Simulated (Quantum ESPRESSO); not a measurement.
MoPt6W, a guest atom moved from site to site

A calculation, not a measurement. The program is pw.x of Quantum ESPRESSO 7.5 (plane-wave density functional theory). The cell is made up: eight metal atoms on a hexagonal close-packed lattice, with elements, volume, strain and displacements drawn at random and not relaxed, so it may be unstable or far from any real phase. PseudoDojo standard norm-conserving files set the functional (PBE unless stated); there is no spin polarisation or spin-orbit coupling, the Fermi-Dirac width of 0.25 eV means electrons at about 2900 K, and the masses in the input are unused placeholders. Heavy elements are run without spin-orbit coupling, which real alloys of them have. A spin test at this wide smearing found no moment, but such smearing suppresses magnetism that the real alloy may have.

The runs move one Mo atom among sites that otherwise hold Pt. Cell, positions, cutoff, mesh and smearing stay as in the input of run 1; sites are counted in its order. Stress in the tables is positive in tension.

Input of run 1:

```
&control calculation='scf', pseudo_dir='./dojo.nc.sr.pbe.v0_5.standard.upf', outdir='./o', disk_io='minimal', tprnfor=.true., tstress=.true. /
&system ibrav=0, nat=8, ntyp=3, nbnd=86, ecutwfc=84.00895049, nosym=.true., tot_charge=0,
 occupations='smearing', smearing='fd', degauss=0.0183746611
/
&electrons conv_thr=1.470e-08, electron_maxstep=70, mixing_beta=0.5 /
ATOMIC_SPECIES
Mo 1.0 Mo.upf
Pt 1.0 Pt.upf
W 1.0 W.upf
CELL_PARAMETERS angstrom
0.0 0.0 -4.5196
0.0 4.9505 0.0
5.7164 0.0 0.0
ATOMIC_POSITIONS angstrom
Mo 0.0973 -0.0807 -0.075
Pt 2.996 0.0556 0.0661
Pt 1.6063 2.4291 0.0687
Pt 4.3623 2.4453 -0.2034
Pt 0.1453 1.6561 -2.3045
W 3.005 1.6748 -2.3045
Pt 1.3373 4.2314 -2.2112
Pt 4.3524 4.0736 -2.1235
K_POINTS automatic
5 5 4 1 1 1
```

```
run  elements on sites 1 to 8  free energy less that of run 1 (eV)  -TS (eV)  pressure (GPa)  stress xx (GPa)  stress yy (GPa)  stress zz (GPa)  stress yz (GPa)  stress xz (GPa)  stress xy (GPa)  iterations
  1    Mo Pt Pt Pt Pt W Pt Pt                                0.000    -1.420           -1.27             4.97             4.13            -5.30             0.64             1.26             1.23          16
  2    Pt Mo Pt Pt Pt W Pt Pt                                0.526    -1.501           -0.31             4.99             1.66            -5.71             1.32             0.30             0.69          17
  3    Pt Pt Mo Pt Pt W Pt Pt                                0.562    -1.487           -0.22             2.43             3.25            -5.02             0.25             1.18             1.73          17
  4    Pt Pt Pt Mo Pt W Pt Pt                                0.417    -1.470           -0.45             2.21             3.52            -4.39             0.23             0.94            -0.16          17
  5    Pt Pt Pt Pt Mo W Pt Pt                                0.689    -1.549           -0.14             2.20             3.15            -4.92             0.04             0.57             1.10          17
  6    Pt Pt Pt Pt Pt W Pt Mo                                0.702    -1.639            0.15             1.99             2.54            -5.00             0.13             0.94             1.44          17
```

Forces Fx Fy Fz (eV/Å):

| site | run 1 | run 2 | run 3 | run 4 | run 5 | run 6 |
| --- | --- | --- | --- | --- | --- | --- |
| 1 | -0.16 0.93 1.36 | -0.38 0.82 1.99 | 0.15 0.82 2.02 | -0.51 0.91 1.77 | -0.28 1.15 1.85 | -0.68 0.56 1.66 |
| 2 | -0.34 -0.10 -0.08 | -0.40 -1.12 -0.12 | -0.92 -0.49 0.07 | 0.00 -0.49 -0.06 | -0.43 -0.14 0.06 | -0.56 -0.89 -0.21 |
| 3 | -0.23 0.53 -0.84 | 0.18 0.47 -0.69 | -0.87 0.79 -0.38 | -0.02 0.55 -0.79 | -0.58 0.75 -0.49 | 0.00 0.43 -0.65 |
| 4 | 0.46 -0.95 3.14 | -0.01 -0.95 2.97 | 0.24 -0.79 2.88 | 0.90 -0.21 2.17 | 0.70 -0.67 2.53 | 0.54 -0.31 2.40 |
| 5 | -0.52 -0.35 -0.13 | -0.42 0.34 -0.27 | -0.06 0.33 -0.46 | -0.74 0.32 -0.06 | -0.32 -0.38 -0.12 | -0.77 0.26 -0.20 |
| 6 | -0.45 -0.55 0.13 | -0.41 -0.09 0.00 | -0.12 -0.35 -0.06 | -0.86 -0.55 0.58 | -0.35 -0.71 0.02 | -0.71 0.02 0.22 |
| 7 | 1.91 -0.91 -0.62 | 2.72 -0.99 -1.07 | 2.82 -1.27 -1.15 | 2.45 -1.20 -1.10 | 2.11 -1.09 -1.12 | 2.30 -1.16 -1.03 |
| 8 | -0.67 1.40 -2.97 | -1.29 1.52 -2.80 | -1.24 0.96 -2.92 | -1.22 0.67 -2.52 | -0.85 1.09 -2.73 | -0.12 1.09 -2.18 |

The sites are displaced and not relaxed, so the energy differences hold strain from misfit and are not ordering energies. A rerun of one cell of this series at a higher cutoff and on a denser mesh moved values by no more than 0.009 eV in energy, 0.18 GPa in stress and 0.011 eV/Å in force, and a second program with other atomic files agreed on that cell to 2 % rms in force and 0.5 GPa in pressure.